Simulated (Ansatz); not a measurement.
RuW:
```
CELL_PARAMETERS angstrom
      2.76717     0.00000     0.00000
     -1.38358     2.39644     0.00000
      0.00000     0.00000     4.43858
ATOMIC_POSITIONS crystal
  Ru 0.00000 0.00000 0.50000
  W  0.66667 0.33333 0.00000
```

Relaxed with r²SCAN. Special points in fractions of this cell's reciprocal vectors: Γ (0.000, 0.000, 0.000); M (0.500, 0.000, 0.000); K (0.333, 0.333, 0.000); A (0.000, 0.000, 0.500); L (0.500, 0.000, 0.500); H (0.333, 0.333, 0.500).

Task: List the band energies nearest the Fermi level at these points for DFT-r²SCAN in the program Ansatz with PAW potentials.

Result: In eV from the Fermi level; about four levels below and three above (degenerate sets whole), none deeper than 8.9 eV; … stands for higher levels left out; points with the same levels are listed once.

| k | below | above |
|---|---|---|
| Γ | -0.39 -0.39 -0.04 -0.04 | 1.21 … |
| M | -1.99 -1.43 -1.11 -0.30 | 1.85 4.41 5.13 |
| K | -3.63 -3.17 -2.45 -1.31 | 0.13 2.39 3.12 |
| A | -2.11 -2.11 -1.50 -1.32 -1.32 | 1.58 1.58 … |
| L | -5.59 -3.95 -3.68 -0.72 | 0.84 1.48 1.75 |
| H | -3.57 -3.45 -2.39 -1.42 | 0.10 0.24 2.51 |

Space group P-6m2. The workflow started from a Materials Project entry (that database holds measured and hypothetical structures alike); the Crystallography Open Database copy checked does not list it. With Ru and W taken as one species the cell has the higher symmetry P6_3/mmc, so it may be an ordered model of a mixed-site phase. Its standing as an ambient phase is unchecked. The cell was relaxed with r²SCAN under the symmetry of its start; its stability against distortions is not shown here. The run is not spin-polarised. Spin–orbit coupling is left out wherever it is not named.

Potentials: the later of the program's two PAW sets.
